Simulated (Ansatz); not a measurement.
Input and command of a calculation in Ansatz (plane waves; scalar-relativistic PAW potentials unless the input names others):

```yaml
crystal:
  lattice:
    - [0.0, 2.25188228, 2.25188228]
    - [2.25188228, 0.0, 2.25188228]
    - [2.25188228, 2.25188228, 0.0]
  atoms:
    - { symbol: Ca, position: [0.5, 0.5, 0.5] }
    - { symbol: Zr, position: [0.0, 0.0, 0.0] }
    - { symbol: F, position: [0.763860058, 0.236139942, 0.236139942] }
    - { symbol: F, position: [0.236139942, 0.763860058, 0.763860058] }
    - { symbol: F, position: [0.236139942, 0.763860058, 0.236139942] }
    - { symbol: F, position: [0.763860058, 0.236139942, 0.763860058] }
    - { symbol: F, position: [0.236139942, 0.236139942, 0.763860058] }
    - { symbol: F, position: [0.763860058, 0.763860058, 0.236139942] }
basis:
  ecutwfc: 420
kpoints:
  mp_grid: { grid: [6, 6, 6] }
hamiltonian:
  xc: pbesol
scf:
  occupations: { method: gaussian, width: 0.05 }
  max_iter: 100
output:
  forces: true
  eigenvalues: true
  stress: true
```

```bash
ansatz run input.yaml --threads 2 --pin off --max-ram 5120MiB --backend cpu --events-out ev --progress --plain --runs-dir out
```

Abridged log:
```
Pseudopotentials: kind: paw
Pseudopotential: Ca, paw, valence charge 10, recommended cutoff 420 eV (normal)
Pseudopotential: Zr, paw, valence charge 12, recommended cutoff 420 eV (normal)
Pseudopotential: F, paw, valence charge 7, recommended cutoff 420 eV (normal)
Functional definition: PBEsol
Crystal: 8 atoms, lattice volume = 22.838 Å³
Basis set: ecut = 420 eV, 459 PW (Γ), exchange–correlation on 48×48×48 points (8 copies of the dense FFT grid, shifted against one another)
Bands: 40, of which v1, the nominal top of the filled ones, is band 32 counted from 1 (31 counted from 0)
Symmetry: 48 space group operations
Space group: Fm-3m (ITA 225), of the structure as read, at distance tolerance 2.8e-5 Å
k-points: 16 of 216
Initial density: superposition of atomic densities (neutral atoms: chi_scale 0, normalization atom), corrected by the library's trained network
Initial wavefunctions: pseudopotential atomic-orbital guess
Functional: x = pbesol(κ = 0.804, μ = 0.12345679), c = pbesol(β = 0.046)
SCF iter   1: F=—  HF=-10276.497855 eV  |F-HF|=—  |Δ(HF+E_count)|=         —  Δρ=1.55e0  dr2=2.66e2  ethr=1.77e-3  ⟨swp⟩=13.9  Hψ=4750  notcnv=0  defer=7
SCF iter   2: F=—  HF=-10260.880694 eV  |F-HF|=—  |Δ(HF+E_count)|=    1.56e1  Δρ=7.78e-1  dr2=1.38e2  ethr=1.77e-3  ⟨swp⟩=8.6  Hψ=3117  notcnv=0  defer=37
SCF iter   3: F=—  HF=-10223.249797 eV  |F-HF|=—  |Δ(HF+E_count)|=    3.76e1  Δρ=2.83e-1  dr2=7.56e0  ethr=1.77e-3  ⟨swp⟩=6.2  Hψ=2530  notcnv=0  defer=34
SCF iter   4: F=—  HF=-10221.099138 eV  |F-HF|=—  |Δ(HF+E_count)|=    2.15e0  Δρ=1.50e-1  dr2=1.64e0  ethr=1.77e-3  ⟨swp⟩=4.5  Hψ=1673  notcnv=0  defer=32
SCF iter   5: F=—  HF=-10221.784194 eV  |F-HF|=—  |Δ(HF+E_count)|=   6.85e-1  Δρ=6.52e-2  dr2=7.84e-1  ethr=1.77e-3  ⟨swp⟩=4.4  Hψ=1390  notcnv=0  defer=23
automatic band count: iteration 5 solves 39 bands in place of 40: the levels show a gap, and the empty bands left out lie too high to hold charge; the band table lists the bands solved (type scf.n_extra_bands for more)
SCF iter   6: F=—  HF=-10221.772955 eV  |F-HF|=—  |Δ(HF+E_count)|=   1.12e-2  Δρ=1.37e-2  dr2=1.85e-2  ethr=1.23e-3  ⟨swp⟩=4.4  Hψ=1337  notcnv=0  defer=27
SCF iter   7: F=—  HF=-10221.771809 eV  |F-HF|=—  |Δ(HF+E_count)|=   1.15e-3  Δρ=2.40e-3  dr2=8.72e-4  ethr=2.89e-5  ⟨swp⟩=3.2  Hψ=1421  notcnv=0  defer=30
SCF iter   8: F=—  HF=-10221.771644 eV  |F-HF|=—  |Δ(HF+E_count)|=   1.65e-4  Δρ=4.11e-4  dr2=3.39e-5  ethr=1.36e-6  ⟨swp⟩=3.1  Hψ=1083  notcnv=0  defer=14
automatic band count: iteration 8 solves 38 bands in place of 39: the levels show a gap, and the empty bands left out lie too high to hold charge; the band table lists the bands solved (type scf.n_extra_bands for more)
SCF iter   9: F=—  HF=-10221.771647 eV  |F-HF|=—  |Δ(HF+E_count)|=   3.60e-6  Δρ=6.04e-5  dr2=5.98e-7  ethr=5.30e-8  ⟨swp⟩=3.6  Hψ=1310  notcnv=0  defer=14
SCF iter  10: F=-10221.771647 eV  HF=-10221.771647 eV  |F-HF|=1.77e-8  |Δ(HF+E_count)|=   1.73e-7  Δρ=9.79e-6  dr2=1.74e-8  ethr=1.56e-10  ⟨swp⟩=16.8  Hψ=4636  notcnv=0
SCF 1 converged in 10 iterations: F = -10221.771647 eV  dr2 = 1.74e-8
SCF converged after 10 iterations
Free energy (F): -10221.771647 eV
Harris-Foulkes:  -10221.771647 eV  (|F-HF|=1.77e-8)
Internal energy: -10221.769873 eV  (E = F + TS)
E sigma→0 (E₀):  -10221.770760 eV
Entropy (-TS):   -0.001775 eV (-0.222 meV/atom)
Fermi energy:    55.253889 eV
--- Forces (eV/Å), atoms counted from 1 ---
  atom   1  Ca     0.00000000     0.00000000     0.00000000
  atom   2  Zr     0.00000000     0.00000000     0.00000000
  atom   3  F    133.73647562     0.00000000     0.00000000
  atom   4  F   -133.73647562     0.00000000     0.00000000
  atom   5  F      0.00000000   133.73647562     0.00000000
  atom   6  F      0.00000000  -133.73647562     0.00000000
  atom   7  F      0.00000000     0.00000000   133.73647562
  atom   8  F      0.00000000     0.00000000  -133.73647562
--- Stress (GPa, compression-positive) ---
     5752.548456       0.000000       0.000000
        0.000000    5752.548456       0.000000
        0.000000       0.000000    5752.548456
  P = ⅓ Tr σ = 5752.5485 GPa (57525.485 kbar)
```

The run was meant for a cell not far from equilibrium. Find the fault.

The fault is a lattice far too small (lattice vectors times 0.529). Setting it back cures it. The run converged all the same, with an energy at zero smearing 64.7 eV/atom above the reference's, pressure 5752.55 GPa, largest force 133.736 eV/Å, no gap on the mesh, so convergence alone doesn't show that an input is right. A reference run of the cell with lattice vectors 0.0000 4.2554 4.2554; 4.2554 0.0000 4.2554; 4.2554 4.2554 0.0000 Å and the atoms in their places converged with pressure 0.00 GPa, largest force 0.000 eV/Å, gap on the mesh 7.01 eV.

Time: 1 s on 2 threads of AMD EPYC 7R43 64-Core Processor (Zen 3), with other jobs on the host, peak memory 0.36 GiB.